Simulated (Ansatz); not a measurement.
MoSeS:
```xyz
6
Lattice="3.2382 0.0000 0.0000 -1.6191 2.8044 0.0000 0.0000 0.0000 12.8301" Properties=species:S:1:pos:R:3 pbc="T T T"
Mo     0.0000     1.8696     0.0000
Mo     1.6191     0.9348     6.4151
Se     0.0000     1.8696     8.0945
Se     0.0000     1.8696     4.7356
S      1.6191     0.9348    11.2964
S      1.6191     0.9348     1.5337
```

Relaxed with r²SCAN+D4. DFT-r²SCAN+D4 in the program Ansatz with PAW potentials gives a gap of 0.65 eV.

Q: What gap does HSE06 give on the same cell (Ansatz, PAW)?

A: 0.99 eV, 0.34 eV more. The hybrid was solved on a coarser mesh and at special points; the gap given is the minimum over both.

```json
[
 {"k": "Γ", "v1 r²SCAN+D4": "0.00", "c1 r²SCAN+D4": "1.94", "v1 HSE06": "?", "c1 HSE06": "?"},
 {"k": "A", "v1 r²SCAN+D4": "-0.23", "c1 r²SCAN+D4": "1.94", "v1 HSE06": "?", "c1 HSE06": "?"},
 {"k": "K", "v1 r²SCAN+D4": "-0.17", "c1 r²SCAN+D4": "0.65", "v1 HSE06": "-0.11", "c1 HSE06": "0.99"},
 {"k": "H", "v1 r²SCAN+D4": "-0.18", "c1 r²SCAN+D4": "0.65", "v1 HSE06": "-0.12", "c1 HSE06": "0.99"},
 {"k": "M", "v1 r²SCAN+D4": "-0.78", "c1 r²SCAN+D4": "1.32", "v1 HSE06": "?", "c1 HSE06": "?"},
 {"k": "L", "v1 r²SCAN+D4": "-0.79", "c1 r²SCAN+D4": "1.32", "v1 HSE06": "?", "c1 HSE06": "?"}
]
```

Q: Top valence (v1) and lowest conduction level (c1) in eV from each method's valence maximum (which need not be a listed point): supply the withheld HSE06 values.

A: 
- A, v1 HSE06: -0.26
- A, c1 HSE06: 2.49
- M, v1 HSE06: -0.77
- M, c1 HSE06: 1.82
- Γ, v1 HSE06: 0.00
- Γ, c1 HSE06: 2.49
- L, v1 HSE06: -0.77
- L, c1 HSE06: 1.81

Cost on shared cores: the r²SCAN+D4 run (SCF on a 10×10×3 mesh, then bands and DOS) about 2.5 core-minutes (a rough figure), the HSE06 run (SCF on 6×6×2, then a few points) about 5 core-minutes (a rough figure); the tasks are unlike.

Space group P-6m2. The workflow started from a Materials Project entry (that database holds measured and hypothetical structures alike); the Crystallography Open Database copy checked does not list it. With Se and S taken as one species the cell has the higher symmetry P6_3/mmc, so it may be an ordered model of a mixed-site phase. Its standing as an ambient phase is unchecked. Symmetry was held in the r²SCAN+D4 relaxation; its stability against distortions is not shown here. No spin polarisation was allowed. Spin–orbit coupling is left out wherever it is not named.

Potentials: the later of the program's two PAW sets.
